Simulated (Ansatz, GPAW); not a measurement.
Given: the input of a run of GPAW 26.7.0 (ASE script) on ZnRe. The cell comes from a database or a generator and needn't be the stable form of this composition.

run.py

```python
from ase import Atoms
from ase.dft.bandgap import bandgap
from ase.io import write
from ase.units import GPa
from gpaw import GPAW, PW

atoms = Atoms(['Re', 'Zn'],
              cell=[[2.7482183437, 0.0, 0.0],
                    [-1.3741091718, 2.3800269008, 0.0],
                    [0.0, 0.0, 4.494066]],
              scaled_positions=[[0.3333333333, 0.6666666667, 0.5],
                                [0.0, 0.0, 0.0]],
              pbc=True)

calc = GPAW(mode=PW(600),
            xc='LDA',
            kpts={'size': (11, 11, 6), 'gamma': True},
            occupations={'name': 'methfessel-paxton', 'order': 0, 'width': 0.1},
            nbands=24,
            convergence={'density': 1e-05, 'energy': 1e-05},
            maxiter=150,
            txt='gpaw.txt')
atoms.calc = calc
energy = atoms.get_potential_energy()
forces = atoms.get_forces()
stress = atoms.get_stress()
calc.write('gs.gpw')
write('result.traj', atoms)
print(f'Energy: {energy:.6f} eV')
print('Forces (eV/A):')
print(forces.round(4))
print('Stress (GPa):', (stress / GPa).round(3))
print('Fermi level:', round(calc.get_fermi_level(), 4), 'eV')
print(f'Gap: {bandgap(calc)[0]:.4f} eV, direct: {bandgap(calc, direct=True)[0]:.4f} eV')
```

Potentials or basis: the program's PAW data sets (release 1.2.1) made for this functional, pw.

Command:

```console
$ OMP_NUM_THREADS=1 python run.py
```

Task: Set up the same calculation for Ansatz 0.2.0. Potentials or basis there: all-electron LAPW, scalar-relativistic.

Result: As run (cutoffs and basis follow the program's own potentials, and thresholds, step limits or extra output files can differ):

File input.yaml:

```yaml
crystal:
  lattice:
    - [2.7482183437, 0.0, 0.0]
    - [-1.3741091718, 2.3800269008, 0.0]
    - [0.0, 0.0, 4.494066]
  atoms:
    - { symbol: Re, position: [0.3333333333, 0.6666666667, 0.5] }
    - { symbol: Zn, position: [0.0, 0.0, 0.0] }
kpoints:
  mp_grid: { grid: [11, 11, 6] }
scf:
  occupations: { method: gaussian, width: 0.1 }
hamiltonian:
  xc: lda
  pseudopotentials: { kind: all_electron, lapw: { basis_error: 0.001 } }
output:
  forces: true
  stress: true
  eigenvalues: true
```

Potentials or basis: all-electron LAPW, scalar-relativistic.

The run is started by

```bash
$ ansatz run input.yaml --threads 1 --pin off --max-ram 3072MiB --backend cpu --events-out ev --progress --plain --runs-dir out
```

Both were run:

|  | GPAW | Ansatz |
| --- | --- | --- |
| Pressure | -15.1 GPa | -14.1 GPa |

Where Ansatz's input types no cutoff or centring, it takes its own default and a Γ-centred mesh.

The two programs' LDA may be different fits to the electron gas.

The cell lies far from this level's equilibrium.

Pressure is positive in compression.
